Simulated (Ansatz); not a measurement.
Relaxation of a generated cell, Cs placed in the AFLOW prototype A_oF8_70_a; 2 atoms in the cell, which starts as Fddd, origin choice 1 (No. 70), oF8; a = 5.322 Å, b = 9.719 Å, c = 17.123 Å, α = β = γ = 90.00°. Calculation: r2SCAN (plane waves to 500 eV, PAW, scalar-relativistic; Ansatz, a program for electronic structure). Γ-centred k-mesh 10×10×10 on the run's cell, Fermi–Dirac smearing 0.05 eV. 

The optimiser's lines from the output (shortened; P is positive under compression):

```
relax step   1: F+E_penalty+E_count = -11371.82226849 eV  Δ(F+E_penalty+E_count) = +0.000e0 eV  max|allowed force component| = 8.674e-19 eV/Å  Δτ_max = 0.0000 Å  P = +0.245 GPa  Ω = 221.445 Å³  (7 SCF iters, dr2 threshold 1.00e-7 eV, accepted)
relax step   2: F+E_penalty+E_count = -11371.82572592 eV  Δ(F+E_penalty+E_count) = -3.457e-3 eV  max|allowed force component| = 8.674e-19 eV/Å  Δτ_max = 0.0000 Å  P = +0.221 GPa  Ω = 223.528 Å³  (4 SCF iters, dr2 threshold 2.00e-7 eV, accepted)
relax step   3: F+E_penalty+E_count = -11371.84391691 eV  Δ(F+E_penalty+E_count) = -1.819e-2 eV  max|allowed force component| = 4.337e-19 eV/Å  Δτ_max = 0.0000 Å  P = +0.022 GPa  Ω = 244.789 Å³  (6 SCF iters, dr2 threshold 2.00e-7 eV, accepted)
relax step   4: F+E_penalty+E_count = -11371.84439795 eV  Δ(F+E_penalty+E_count) = -4.810e-4 eV  max|allowed force component| = 2.385e-18 eV/Å  Δτ_max = 0.0000 Å  P = -0.004 GPa  Ω = 248.242 Å³  (6 SCF iters, dr2 threshold 7.23e-9 eV, accepted)
relax step   5: F+E_penalty+E_count = -11371.84462477 eV  Δ(F+E_penalty+E_count) = -2.268e-4 eV  max|allowed force component| = 4.337e-19 eV/Å  Δτ_max = 0.0000 Å  P = +0.000 GPa  Ω = 247.730 Å³  (7 SCF iters, dr2 threshold 1.62e-9 eV, accepted)
relax step   6: F+E_penalty+E_count = -11371.84467867 eV  Δ(F+E_penalty+E_count) = -5.390e-5 eV  max|allowed force component| = 0.000e0 eV/Å  Δτ_max = 0.0000 Å  P = +0.000 GPa  Ω = 247.715 Å³  (8 SCF iters, accepted)
relax step   7: F+E_penalty+E_count = -11371.84473020 eV  Δ(F+E_penalty+E_count) = -5.153e-5 eV  max|allowed force component| = 0.000e0 eV/Å  Δτ_max = 0.0000 Å  P = +0.000 GPa  Ω = 247.715 Å³  stress off target by 1.10e-3 GPa  SCF on the basis re-selected at this cell (its energy is not comparable with the rows above)  (7 SCF iters)
```

From the first to the last row the energy changes by -0.01 eV/atom and the volume by +11.9 %. The last row is marked as not comparable with the walk above it, whose basis was carried along; it does compare with step 1, since both stand on a basis selected at the nominal cutoff for their own cell.

 The final structure: Fddd, origin choice 1 (No. 70), oF8, AFLOW prototype A_oF8_70_a; a = 5.362 Å, b = 10.087 Å, c = 18.322 Å, α = β = γ = 90.00°. Between re-selections the logged energies stand on a plane-wave basis carried along with the cell. No spin polarisation in the result.

The run could not lose the symmetry of its start, so the end can be a saddle point.

All atoms sit on sites fixed by symmetry, so only the cell could relax.

The relaxed structure here is a generated cell of Cs: the first start was made by placing the elements on the sites of a structure type, and the end was not matched to a known phase here, so it may be hypothetical. Known forms of Cs include space group No. 229.
